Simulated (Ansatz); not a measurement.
System: Rh (fcc type), 1 atom in the cell.

Level of theory: PBE, all-electron LAPW, point nucleus in Ansatz 0.2.0 development build.

k-mesh 12×12×12 Γ-centred; Fermi–Dirac smearing of 0.1 eV; no spin polarisation.

```
CELL_PARAMETERS angstrom
0.00000 1.91500 1.91500
1.91500 0.00000 1.91500
1.91500 1.91500 0.00000
ATOMIC_POSITIONS crystal
Rh 0.00000 0.00000 0.00000
```

Question: Would the cell expand or shrink if it were free to relax?

Answer: The pressure is 0.21 GPa, so at these settings the cell is compressed and would expand.

The k-mesh is modest, so these values aren't fully converged in k.
